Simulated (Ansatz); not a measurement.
Relaxed TiAl (CuAu type, space group P4/mmm):

```
CELL_PARAMETERS angstrom
      2.82428     0.00000     0.00000
      0.00000     2.82428     0.00000
      0.00000     0.00000     4.07075
ATOMIC_POSITIONS crystal
  Al 0.50000 0.50000 0.50000
  Ti 0.00000 0.00000 0.00000
```

In this cell atom 2 (Ti, nearest neighbour Ti at 2.824 Å; its periodic images, 2.8 Å or more away, move with it) is moved by u·(0.707, 0.707, 0.000) + v·(0.000, 0.000, 1.000); the rest is frozen.

The numbers are results of PBE (plane waves to 420 eV, PAW, scalar-relativistic; Ansatz, a quantum-chemistry and plane-wave program), not measurements. k mesh 13×13×9 (Γ-centred), Fermi-Dirac smearing 0.05 eV. Compression counts positive. Points where atoms come too close for the PAW data are left out (x in tables, blank in figures). With partly filled bands, energies and forces of such displacements shift with the k mesh and the smearing. TiAl is run without spin polarisation. TiAl was relaxed with its symmetry unable to fall. The last digit holds for this mesh only.

Changes of P (GPa) from the point u = 0.000 Å, v = 0.000 Å when one coordinate moves alone (two changes are said to add if the coupling is within 5 % of the smaller one, nearly so within 20 %):

```tsv
point	change
u = 0.000 Å, v = -0.710 Å	22.35
u = 0.000 Å, v = -0.355 Å	5.72
u = -0.710 Å, v = 0.000 Å	11.63
u = -0.355 Å, v = 0.000 Å	3.06
u = 0.355 Å, v = 0.000 Å	3.06
u = 0.710 Å, v = 0.000 Å	11.63
u = 0.000 Å, v = 0.355 Å	5.72
u = 0.000 Å, v = 0.710 Å	22.35
```

### Question
What is the change at u = 0.710 Å, v = 0.355 Å, where both move, and how far is it from the sum?

### Answer
The sum of the single changes is 11.63 + (5.72) = 17.35; the calculation gives 19.60, so the coupling contributes 2.25 (over 20 % of the smaller single change, not additive).

### Question
Do the two effects add at u = 0.355 Å, v = -0.710 Å? Give the computed change.

### Answer
The sum of the single changes is 3.06 + (22.35) = 25.41; the calculation gives 27.69, so the coupling contributes 2.28 (over 20 % of the smaller single change, not additive).

### Question
What is the change at u = -0.355 Å, v = 0.355 Å, where both move, and how far is it from the sum?

### Answer
The sum of the single changes is 3.06 + (5.72) = 8.78; the calculation gives 9.41, so the coupling contributes 0.63 (over 20 % of the smaller single change, not additive).

(A displaced cell: forces are minus the slopes of the energy, force constants its curvatures, and phonons follow from these.)
